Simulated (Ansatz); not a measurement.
Ansatz input

```yaml
crystal:
  lattice:
    - [3.5144891957, 0.0, 0.0]
    - [-1.7572445979, 3.0436369248, 0.0]
    - [0.0, 0.0, 6.9194725179]
  atoms:
    - { symbol: Se, position: [0.0, 1.0, 0.0] }
    - { symbol: Se, position: [0.0, 1.0, 0.5] }
    - { symbol: Se, position: [0.3333333333, 0.6666666667, 0.25] }
    - { symbol: Se, position: [0.6666666667, 0.3333333333, 0.75] }
hamiltonian:
  xc: lda
  pseudopotentials:
    kind: paw
    azcp:
      Se: "pseudopotentials/Se.paw.azcp"
basis:
  ecutwfc: 420
  fft_grid_basis: typed
kpoints:
  mp_grid: { grid: [11, 11, 5], shift: [0, 0, 0] }
magnetization:
  spin_polarized: false
scf:
  occupations: { method: fermi_dirac, width: 0.1 }
  lower_state_search: "off"
output:
  stress: true
```

and its output:

```
Warning: the record states the generating functional pbe (its physics header spells it `PBE`), which answers neither for hamiltonian.xc's functional nor for the lda family's — results may be inconsistent (PPs are generated against a specific XC)
Engine: ansatz 0.2.0, x86_64-unknown-linux-gnu
Pseudopotentials: kind: paw
Pseudopotential: Se, paw, valence charge 16, recommended cutoff 420 eV (normal) 
Functional definition: SPW92
  exchange = slater_x
  correlation = pw_c
Crystal: 4 atoms, lattice volume = 74.016 Å³
Basis set: ecut = 420 eV, 1445 PW (Γ)
Bands: 37, of which v1, the nominal top of the filled ones, is band 32 counted from 1 (31 counted from 0)
Symmetry: 24 space group operations
Space group: P63/mmc (ITA 194), of the structure as read, at distance tolerance 4.2e-5 Å
k-points: 48 of 605
Non-local potential: Se, projectors of the file, l = 0: 2, l = 1: 2, l = 2: 3, l = 3: 1
PAW form: soft (Blöchl's): semilocal exchange-correlation on the pseudo side does not see the compensation charge
PAW frozen core: Se, regenerated for the run's functional, and the local potential with it (the file was generated under x = pbe(κ = 0.804, μ = 0.2195149727645171), c = pbe(β = 0.06672455060314922))
PAW one-centre angular grid: Se, 590 points (default); XC on 64 Gauss nodes
Initial density: superposition of atomic densities (neutral atoms: chi_scale 0, normalization atom), corrected by the library's trained network
Initial wavefunctions: pseudopotential atomic-orbital guess
Functional: x = slater, c = lda
SCF iter   1: F=—  HF=-21531.874970 eV  |F-HF|=—  |Δ(HF+E_count)|=         —  Δρ=5.58e-3  dr2=9.66e-3  ethr=1.77e-3  ⟨swp⟩=6.3  Hψ=6608  notcnv=0
SCF iter   2: F=—  HF=-21531.871202 eV  |F-HF|=—  |Δ(HF+E_count)|=   3.77e-3  Δρ=3.26e-3  dr2=3.90e-3  ethr=1.51e-5  ⟨swp⟩=1.3  Hψ=2195  notcnv=0
SCF iter   3: F=—  HF=-21531.870109 eV  |F-HF|=—  |Δ(HF+E_count)|=   1.09e-3  Δρ=4.63e-4  dr2=1.60e-4  ethr=6.09e-6  ⟨swp⟩=2.0  Hψ=2358  notcnv=0
SCF iter   4: F=—  HF=-21531.870024 eV  |F-HF|=—  |Δ(HF+E_count)|=   8.56e-5  Δρ=1.92e-4  dr2=2.31e-5  ethr=2.50e-7  ⟨swp⟩=2.7  Hψ=3490  notcnv=0
SCF iter   5: F=—  HF=-21531.870017 eV  |F-HF|=—  |Δ(HF+E_count)|=   7.21e-6  Δρ=4.66e-5  dr2=2.99e-6  ethr=3.61e-8  ⟨swp⟩=2.0  Hψ=2862  notcnv=0
SCF iter   6: F=—  HF=-21531.870016 eV  |F-HF|=—  |Δ(HF+E_count)|=   7.42e-7  Δρ=2.56e-5  dr2=6.51e-7  ethr=4.67e-9  ⟨swp⟩=2.0  Hψ=3318  notcnv=0
SCF iter   7: F=-21531.870016 eV  HF=-21531.870016 eV  |F-HF|=4.24e-8  |Δ(HF+E_count)|=   1.85e-7  Δρ=3.70e-6  dr2=1.38e-8  ethr=1.56e-10  ⟨swp⟩=3.3  Hψ=7781  notcnv=0
SCF 1 converged in 7 iterations: F = -21531.870016 eV  dr2 = 1.38e-8
SCF converged after 7 iterations
Free energy (F): -21531.870016 eV
Harris-Foulkes:  -21531.870016 eV  (|F-HF|=4.24e-8)
Internal energy: -21531.802509 eV  (E = F + TS)
E sigma→0 (E₀):  -21531.836263 eV
Entropy (-TS):   -0.067506 eV (-16.877 meV/atom)
Fermi energy:    13.129308 eV
--- Per-component energies (eV) ---
  E_band       = -1299.874594
  E_kinetic    = 482.755091
  E_local      = -8176.639644  (includes V_loc(G=0)·N_el)
  E_nonlocal   = -2349.931972
  E_hartree    = 4147.803901
  E_xc         = -419.046435
  E_vxc        = -399.795412  (∫ρ·V_xc dr)
  E_paw        = -7310.515853  (= ΣΔE_a)
  E_vpaw       = 848.126668  (= ΣTr[D̂ρ^β])
  E_aug_tail   = -0.002508  (compensation charges beyond the density's cutoff)
  E_ewald      = -7915.094538
  E_core_change = 8.869449  (= ΣΔE_core)
  E_smearing   = -0.067506  (= −TS)
  E_closure    = 0.000000  (closes the sum)
  Σ components = -21531.870016   (vs F -21531.870016, Δ=0.00e0)
--- Stress (GPa, compression-positive) ---
       12.079075       0.000000       0.000000
       -0.000000      12.079075      -0.000000
        0.000000      -0.000000      18.041478
  P = ⅓ Tr σ = 14.0665 GPa (140.665 kbar)
```
